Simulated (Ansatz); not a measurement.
MoSi2 (MoSi2 type, space group I4/mmm)

```xyz
3
Lattice="-1.6085 1.6085 3.9366 1.6085 -1.6085 3.9366 1.6085 1.6085 -3.9366" Properties=species:S:1:pos:R:3 pbc="T T T"
Mo     0.0000     0.0000     0.0000
Si     0.0000     0.0000     2.6384
Si     0.0000     0.0000     5.2348
```

E(V) scan at fixed shape, V₀ the volume above. The atoms relax within the cell's symmetry.

Method: PBE (plane waves to 420 eV, PAW, scalar-relativistic; Ansatz, a program for electronic structure). k mesh 20×20×20 (Γ-centred), Fermi-Dirac smearing 0.05 eV. Compression counts positive. MoSi2 is run without spin polarisation. MoSi2 was relaxed with its symmetry unable to fall. The PAW data are Ansatz's earlier set.

At one point of the scan the stress tensor (GPa) is:

```
    4.2      0.0      0.0
    0.0      4.2      0.0
    0.0      0.0      4.7
```

Problem. Which point is it?
(A) V/V₀ = 0.980
(B) V/V₀ = 0.970
(C) V/V₀ = 0.950
(D) V/V₀ = 0.940

Solution. A, V/V₀ = 0.980

(A scan under strain: stresses follow from slopes of the energy per volume, elastic moduli from its curvatures.)
